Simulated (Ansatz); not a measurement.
Theory: DFT PBE, scalar-relativistic, plane waves, PAW (Ansatz). Settings: cutoff 420 eV, Γ-centred meshes spaced at most about 0.3 Å⁻¹, and about 0.25 Å⁻¹ or finer for metals (2π included), Gaussian smearing. No spin polarisation in the final relaxations.

These are static total energies at zero pressure. All come from trial cells, and lower structures may exist.

Task: Order these relaxed structures of Ge₇Os by energy, lowest first, with the energy over the lowest of them.
A.

```
Ge Os
1.0
     0.00000    4.90298    4.90298
     4.90298    0.00000    4.90298
     4.90298    4.90298    0.00000
Ge Os
7 1
Direct
  0.24826 0.75174 0.75174
  0.75174 0.24826 0.24826
  0.75174 0.24826 0.75174
  0.24826 0.75174 0.24826
  0.75174 0.75174 0.24826
  0.24826 0.24826 0.75174
  0.50000 0.50000 0.50000
  0.00000 0.00000 0.00000
```

B.

```
Ge Os
1.0
     0.00000    4.13942    4.13942
     4.13942    0.00000    4.13942
     4.13942    4.13942    0.00000
Ge Os
7 1
Direct
  0.50000 0.50000 0.50000
  0.50000 0.00000 0.00000
  0.50000 0.00000 0.50000
  0.00000 0.50000 0.50000
  0.00000 0.50000 0.00000
  0.50000 0.50000 0.00000
  0.00000 0.00000 0.50000
  0.00000 0.00000 0.00000
```

Result: B (0 meV/atom), A (306 meV/atom). Forms: B Ge and Os ordered on fcc sites, Fm-3m; A Fm-3m. Counting Ge atoms around Os (those within 1.25 times the shortest such distance or 1.15 times the sum of covalent radii): B has Os 12; A has Os 6. A holds Ge–Ge units of three or more atoms (shortest 2.47 Å); in B the shortest Ge–Ge distance is 2.93 Å, near bonding range too. Even the lowest lies +0.50 eV/atom against the elements.

These runs have no spin–orbit coupling, which can matter for Os. Cells relaxed within their symmetry can be saddle points. Some structure types and database cells were kept out of the candidates from the start, so a known form may be missing.
